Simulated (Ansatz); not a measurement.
Data:

TlIO$_{3}$:
```cif
data_IO3Tl
_chemical_formula_sum 'Tl1 I1 O3'
_space_group_name_H-M_alt 'P 1'
_space_group_IT_number 1
_cell_length_a 4.49205
_cell_length_b 4.49205
_cell_length_c 4.49205
_cell_angle_alpha 88.870
_cell_angle_beta 88.870
_cell_angle_gamma 88.870
loop_
_space_group_symop_operation_xyz
  'x, y, z'
loop_
_atom_site_label
_atom_site_type_symbol
_atom_site_fract_x
_atom_site_fract_y
_atom_site_fract_z
_atom_site_occupancy
Tl1 Tl 0.00568 0.00568 0.00568 1
I1 I 0.50224 0.50224 0.50224 1
O1 O 0.90491 0.46242 0.46242 1
O2 O 0.46242 0.90491 0.46242 1
O3 O 0.46242 0.46242 0.90491 1
```

This is the r²SCAN+D4-relaxed structure.

### Question
All from r²SCAN+D4 in the plane-wave PAW code Ansatz, unless another level is named. Estimate the HSE06 gap on the r²SCAN+D4 cell.

### Answer
3.77 eV.

### Question
Predict the formation energy from the elements (no fitted shifts).

### Answer
-0.58 eV/atom.

### Question
Give the band gap.

### Answer
3.07 eV (direct).

Space group R3m. The workflow started from a Materials Project entry (that database holds measured and hypothetical structures alike); the Crystallography Open Database copy checked does not list it. Its standing as an ambient phase is unchecked. The r²SCAN+D4 relaxation kept the symmetry of its start; whether a distortion lowers the energy is not shown. The references are the lowest solids computed at this level, not always the standard phases (solids in place of the gases). Spin–orbit coupling is left out wherever it is not named.

Potentials: the later of the program's two PAW sets.
